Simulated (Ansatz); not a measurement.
# RbS$_{2}$I, a known structure type with other elements, at an estimated volume

```yaml
crystal:
  lattice:
    - [2.14818, 3.72076, 0.00000]
    - [-2.14818, 3.72076, 0.00000]
    - [-2.14818, 1.24025, 8.09013]
  atoms:
    - { symbol: S, position: [0.23239, 0.53522, 0.69717] }
    - { symbol: S, position: [0.76761, 0.46478, 0.30283] }
    - { symbol: I, position: [0.50000, 0.00000, 0.50000] }
    - { symbol: Rb, position: [0.00000, 0.00000, 0.00000] }
```

Method: r2SCAN, no spin polarisation; PAW, plane waves to 500 eV, 9×9×9 Γ-centred mesh, gaussian occupations (width 0.043 eV) (Ansatz 0.2.0), atoms fixed.

(1) Where is the largest force?

(2) Is it stable against the elements?

(3) Describe some of the short contacts.

(4) Metal or insulator?

(5) What does the stress say?

Origin: a known structure type with other elements, at an estimated volume, so it need not be a known compound. Caveats: many states at the Fermi level without spin polarisation, so a magnetic state may lie lower.

Answers

(1) The largest is on S1 (and as large on other atoms): 0.36 eV/Å, components (0.00, 0.00, -0.36). It makes 57° with the line to a nearest neighbour, I3 at 2.95 Å.

(2) 0.13 eV an atom against the elements' usual phases (free molecules for gases, crystals otherwise, with no correction for O₂ or N₂), so at this geometry it isn't bound against them. Relaxing would lower it.

(3) S–I at 2.95 Å: least valence density 0.26 e/Å³ and ELF 0.36 there. Rb–S at 3.49 Å: least valence density 0.06 e/Å³ and ELF 0.04 there. These are pseudo-fields; inside the PAW spheres they differ from the all-electron ones.

(4) It is a metal, with about 4 states/eV a cell as the mean within 0.25 eV of the Fermi level, mostly S p (57 %) and I p (37 %).

(5) The pressure is -1.6 GPa (compression positive), so with the atoms held at these fractions the cell would first shrink. The principal stresses -4.6, -0.1, -0.1 GPa differ, so its shape would change too.
